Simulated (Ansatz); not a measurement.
## LiPb: where the heat goes in a short trajectory

Theory: DFT PBEsol, scalar-relativistic, plane waves, PAW (Ansatz). The runs took a 420 eV cutoff, a shifted (0.5, 0.5, 0.5 steps) 2×2×2 mesh and Fermi–Dirac smearing (0.1 eV). The mesh is coarse. Spin–orbit coupling is left out, which can shift energies with elements as heavy as these. No spin polarisation.

16 atoms start on the lattice sites below (V = 363.5 Å³, 1.04 times the source cell's; static pressure -2.74 GPa, largest force component 0.00 eV/Å) with velocities drawn for 1200 K; Nosé–Hoover thermostat aiming at the same temperature, at which the real crystal may have melted, fixed cell, 52 steps of 3 fs.

```xyz
16
Lattice="0.0000 0.0000 7.1367 7.1367 0.0000 0.0000 0.0000 7.1367 0.0000" Properties=species:S:1:pos:R:3 pbc="T T T"
Li    1.7842    1.7842    1.7842
Li    1.7842    1.7842    5.3525
Li    1.7842    5.3525    1.7842
Li    1.7842    5.3525    5.3525
Li    5.3525    1.7842    1.7842
Li    5.3525    1.7842    5.3525
Li    5.3525    5.3525    1.7842
Li    5.3525    5.3525    5.3525
Pb    0.0000    0.0000    0.0000
Pb    0.0000    0.0000    3.5683
Pb    0.0000    3.5683    0.0000
Pb    0.0000    3.5683    3.5683
Pb    3.5683    0.0000    0.0000
Pb    3.5683    0.0000    3.5683
Pb    3.5683    3.5683    0.0000
Pb    3.5683    3.5683    3.5683
```

```
t (fs) T (K) kinetic energy (meV/atom) potential energy over the first frame (meV/atom) P with the kinetic part (GPa)
   0.0   1200                      145.4                                               0.0                          -2.01
   9.0   1115                      135.2                                              10.3                          -1.89
  18.0    914                      110.8                                              35.0                          -1.61
  27.0    722                       87.6                                              58.8                          -1.33
  36.0    654                       79.2                                              68.1                          -1.18
  45.0    716                       86.7                                              62.1                          -1.18
  54.0    820                       99.3                                              52.0                          -1.25
  63.0    869                      105.3                                              49.4                          -1.27
  72.0    819                       99.3                                              59.5                          -1.17
  81.0    690                       83.7                                              79.3                          -0.94
  90.0    540                       65.4                                             101.6                          -0.67
  99.0    434                       52.6                                             118.0                          -0.43
 108.0    414                       50.2                                             123.8                          -0.29
 117.0    461                       55.8                                             121.9                          -0.26
 126.0    519                       62.9                                             119.0                          -0.26
 135.0    552                       67.0                                             119.3                          -0.26
 144.0    552                       67.0                                             123.2                          -0.22
 153.0    533                       64.6                                             129.0                          -0.16
```

T counts 3N − 3 degrees of freedom. Means over every step of the second half, not only the rows shown: T = 522 K, kinetic energy 63.3 meV/atom, potential energy 115.0 meV/atom, P = -0.39 GPa.

Question: Does the potential energy follow equipartition for harmonic vibrations?

Answer: In a harmonic crystal each vibration holds as much potential as kinetic energy on average, here 63.3 meV/atom. The run has 115.0, a ratio of 1.82. All modes start in phase at zero potential energy, and slow ones that pass their first turning point in this window can alone give an excess; anharmonic motion or disorder setting in would add to it. The time step adds a little: a Verlet scheme lowers a mode's mean kinetic energy against its potential energy by the factor 1 − (ωΔt)²/4. So short a run gives a rough mean. T is still well under the temperature that the thermostat aims for.

Question: Split the rise of pressure into the kinetic part and the rest. Can a thermal Grüneisen parameter be estimated?

Answer: The program counts the kinetic part as N k_B T/V = 0.32 GPa. The pressure lies 2.35 GPa over the static one in all, so the forces add 2.03 GPa. The potential energy lies far over its harmonic share. So short a run, begun with all modes in phase, can do that alone, and strong anharmonicity or disorder would add to it; no γ is drawn.